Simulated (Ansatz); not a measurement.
ScIr$_{3}$ (Cu3Au type, Pm-3m), LDA (plane waves, PAW; program Ansatz), all energies at zero smearing, with the estimated change up to a 700 eV cutoff added, with one set of potentials and settings (totals compare only within such a set). Cell of 4 atoms (1 Sc, 3 Ir): -37081.722 eV.

| element | reference phase | E (eV/atom) |
|---|---|---|
| Sc | P6_3/mmc, 2 atoms in the cell | -2089.0154 |
| Ir | Fm-3m, 1 atoms in the cell | -11663.3971 |

Formation energy per atom, worked out: (-37081.722 − 1×(-2089.0154) − 3×(-11663.3971))/4 = -0.629 eV/atom (-61 kJ per mol of atoms), at 0 K, without zero-point energy or fitted corrections.

The first step of the workflow began from a Materials Project structure, measured or hypothetical; the Crystallography Open Database copy checked does not list it. With Sc and Ir taken as one species the cell has the higher symmetry Fm-3m, so it may be an ordered model of a mixed-site phase. Whether it is the stable phase at ambient conditions was not checked. The cell was relaxed with LDA under the symmetry of its start; of distortions, only those at the zone centre were tested. The run is not spin-polarised. The references are the lowest solids computed at this level, not always the standard phases. Scalar-relativistic: spin–orbit coupling is off unless named, which matters more the heavier the elements.

Potentials: the later of the program's two PAW sets.
